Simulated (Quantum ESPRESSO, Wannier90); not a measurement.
## Wannierisation of CsAu (CsCl type)

```
CELL_PARAMETERS angstrom
      4.28285     0.00000     0.00000
      0.00000     4.28285     0.00000
      0.00000     0.00000     4.28285
ATOMIC_POSITIONS crystal
  Cs 0.00000 0.00000 0.00000
  Au 0.50000 0.50000 0.50000
```

Materials Project entry mp-2667; symmetrised, unrelaxed at this level. COD (Crystallography Open Database) has an entry of this formula and space group (matched by these alone). Level: PBEsol, no spin polarisation, no spin-orbit coupling; pw.x of Quantum ESPRESSO at 61 Ry with PseudoDojo potentials, 6×6×6 k-points, Wannier90. Density: 10×10×10 mesh, cold smearing 0.01 Ry. Spin-orbit coupling is left out although heavy elements are present.

Functional, cutoff and mesh named above are those of the base row (61); the first column says what each row takes instead. Model: 6 functions from bands 9-14, start SCDM (isolated) (the valence bands). Energies are relative to the valence-band maximum; the misfit is to pw.x on a path, for all bands of the set. Only the plane-wave cutoff changes (density cutoff four times as high). Ω_total can sit in another minimum from row to row; Ω_I of an isolated set cannot. A star marks runs that hit the step limit.

| ecutwfc (Ry) | Ω_I (Å²) | Ω_total (Å²) | rms misfit (meV) | gap (eV) | ΔE to highest cutoff (meV/atom) | plane waves a k-point, about (cost) | rough cost of nscf and overlaps (first row = 1) |
|---|---|---|---|---|---|---|---|
| 31 | 10.09 | 10.18 | 13 | 0.486 | 4352.5 | 1500 | 1.0 |
| 38 | 9.92 | 10.01 | 5.4 | 0.725 | 1537.7 | 2100 | 1.1 |
| 46 | 9.84 | 9.93* | 5.4 | 0.846 | 421.7 | 2800 | 1.7 |
| 61 | 9.81 | 9.90* | 4.7 | 0.921 | 17.5 | 4300 | 3 |
| 76 | 9.81 | 9.90* | 4.8 | 0.926 | 0.2 | 5900 | 4 |
| 95 | 9.81 | 9.90 | 4.7 | 0.926 | 0.0 | 8300 | 5 |
